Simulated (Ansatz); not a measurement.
C (space group P6_3/mmc)

```yaml
crystal:
  lattice:
    - [2.44493, 0.00000, 0.00000]
    - [-1.22247, 2.11738, 0.00000]
    - [0.00000, 0.00000, 6.63682]
  atoms:
    - { symbol: C, position: [0.00000, 0.00000, 0.25000] }
    - { symbol: C, position: [0.00000, 0.00000, 0.75000] }
    - { symbol: C, position: [0.33333, 0.66667, 0.25000] }
    - { symbol: C, position: [0.66667, 0.33333, 0.75000] }
```

Level of theory: LDA (plane waves to 420 eV, PAW, scalar-relativistic; Ansatz, a program for electronic structure). Harmonic phonons by density-functional perturbation theory on a 16×16×6 k mesh, in cm⁻¹ and rounded to 5; i marks imaginary ones, q is in fractions of the reciprocal vectors of the cell shown, and the three acoustic modes at Γ are left out. C was relaxed with its symmetry unable to fall.

Problem. Is the structure dynamically stable at Γ, M = (0.5, 0.0, 0.0), A = (0.0, 0.0, 0.5), L = (0.5, 0.0, 0.5)?

Solution. No imaginary mode at these points (lowest 30 cm⁻¹ at A = (0.0, 0.0, 0.5)); other wave vectors were not tested.

Problem. List the wavenumbers at Γ, M = (0.5, 0.0, 0.0), A = (0.0, 0.0, 0.5), L = (0.5, 0.0, 0.5), with degeneracies.

Solution. 
```
q                                                                  wavenumbers (cm⁻¹)
-------------------  ----------------------------------------------------------------
Γ                                        45 (×2), 115, 885, 890, 1600 (×2), 1610 (×2)
M = (0.5, 0.0, 0.0)  475, 485, 625 (×2), 630, 635, 1350, 1350, 1370, 1375, 1435, 1435
A = (0.0, 0.0, 0.5)                             30 (×4), 80 (×2), 890 (×2), 1605 (×4)
L = (0.5, 0.0, 0.5)     480 (×2), 625 (×2), 635 (×2), 1350 (×2), 1375 (×2), 1435 (×2)
```
